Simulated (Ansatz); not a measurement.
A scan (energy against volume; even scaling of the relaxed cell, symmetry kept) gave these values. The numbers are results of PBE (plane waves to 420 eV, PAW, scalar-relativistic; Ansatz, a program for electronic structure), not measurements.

The bulk modulus B₀ (third-order Birch-Murnaghan fit) is 176 GPa. The pressure derivative B₀′ (fit) is 4.3 and the equilibrium volume of the fit is 11.88 Å³/atom.

### Question
Of these crystals, all scanned alike, which one is it?
A) ZnSe (zinc blende)
B) ZrO₂ (fluorite)
C) AlFe (CsCl type)
D) W (bcc, W type)

### Answer
C, AlFe (CsCl type). The others have, for the bulk modulus: ZrO2 236 GPa, ZnSe 56.6 GPa, W 304 GPa

All were relaxed with their symmetry unable to fall. Relaxed AlFe ends ferromagnetic. Spin-orbit coupling is left out. This is a high-temperature form of ZrO2. W is run without spin polarisation. ZrO2 is run without spin polarisation. Other magnetic orders were not checked, so this need not be the ground state. (This holds for the magnetic or f-shell members.)

(Under strain, the slope of the energy per volume gives the stress and its curvature an elastic modulus.)
